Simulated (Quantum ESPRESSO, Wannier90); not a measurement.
Wannierisation of BeTe (zinc blende)

```
begin unit_cell_cart
ang
    0.0000000000    2.8314600000    2.8314600000
    2.8314600000    0.0000000000    2.8314600000
    2.8314600000    2.8314600000    0.0000000000
end unit_cell_cart
begin atoms_frac
Be   0.0000000000  0.0000000000  0.0000000000
Te   0.2500000000  0.2500000000  0.2500000000
end atoms_frac
```

Materials Project entry mp-252; symmetrised, unrelaxed at this level. COD (Crystallography Open Database) has an entry of this formula and space group (matched by these alone). Computed values, not measurements, from PBE: Quantum ESPRESSO (norm-conserving PseudoDojo potentials, cutoff 71 Ry, no spin polarisation, no spin-orbit coupling) on a Γ-centred 10×10×10 mesh, then Wannier90. Density: 10×10×10 mesh, cold smearing 0.01 Ry. Spin-orbit coupling is left out although heavy elements are present.

A tight-binding model is made by disentanglement and projection with no localisation steps (num_iter = 0), so the 8 orbitals stay atom-like: hydrogen-like Be: s;p; Te: s;p, axes along x, y, z; frozen window up to 3.53 eV relative to the valence-band maximum. It follows pw.x to 8.9 meV rms for states up to 3.0 eV relative to the valence-band maximum. Matrix elements depend on this choice of orbitals and windows.

Task: What are the on-site energies relative to the valence-band maximum, and how fast do the hoppings decay?

Result: 
| atom | orbitals | energy (eV) |
|---|---|---|
| Be1 | s | 0.69 |
| Be1 | pz px py | 3.20 |
| Te2 | s | -8.07 |
| Te2 | pz px py | 0.52 |

```csv
distance of the centres (Å),largest modulus (eV)
2–3,1.7
4–5,0.42
5–6,0.036
6–7,0.11
7–8,0.018
8–9,0.043
9–10,0.020
10–11,0.0046
11–12,0.0027
12–13,0.0039
```
